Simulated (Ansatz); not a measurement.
**Quasiparticle levels of BN (F-43m)**

The calculation used G0W0@PBE, plasmon-pole screening, soft PAW set, first generation (Ansatz 0.2.0-dev).

The input was:

```json
{
 "crystal": {"lattice": [[0.0, 1.808, 1.808], [1.808, 0.0, 1.808], [1.808, 1.808, 0.0]], "atoms": [{"symbol": "B", "position": [0, 0, 0]}, {"symbol": "N", "position": [0.25, 0.25, 0.25]}]},
 "kpoints": {"mp_grid": {"grid": [6, 6, 6], "shift": [0, 0, 0]}},
 "hamiltonian": {"xc": "pbe", "pseudopotentials": {"kind": "paw"}},
 "scf": {"occupations": {"method": "fixed"}, "convergence": {"dr2_threshold": "1e-9 eV"}, "lower_state_search": "off"},
 "output": {"forces": false, "stress": false},
 "gw": {"n_empty_bands": 206, "ecut_chi": 280.0, "qp_bands": ["v1", "c1"], "qp_kpoints": [[0, 0, 0], [0, 0.5, 0.5], [0, 0, 0.5]], "ecutfock_ratio": 2}
}
```

The input is rewritten from the run's settings (development build, wave cutoff 420 eV).

Levels count from the highest filled Kohn-Sham level listed; ε_QP = ε_KS + Z(Σ − Vxc). VB is the top filled band, CB the lowest empty one. The wave cutoff came out at 420 eV.

```tsv
k	band	ε_KS (eV)	Σx − Vxc (eV)	Σc (eV)	Z	ε_QP (eV)
Γ	VB	0.00	-3.58	2.31	0.83	-1.05
Γ	CB	8.82	6.75	-5.33	0.84	10.02
L	VB	-1.94	-4.22	2.74	0.82	-3.16
L	CB	10.12	6.70	-5.60	0.83	11.04
X	VB	-4.90	-5.14	3.36	0.82	-6.35
X	CB	4.46	5.28	-4.58	0.85	5.06
```

The gap (from Γ to X) opens from 4.46 eV to 6.11 eV.

Electronic (ion-clamped) dielectric constant on this mesh, from the head of the inverse dielectric matrix: 4.5.

Soft PAW datasets can miss an all-electron G0W0 gap by more than 5 %. Band sums or response are cut, so the gap isn't at its basis limit. The gap is read among the points solved; the crystal's band edges can lie elsewhere.
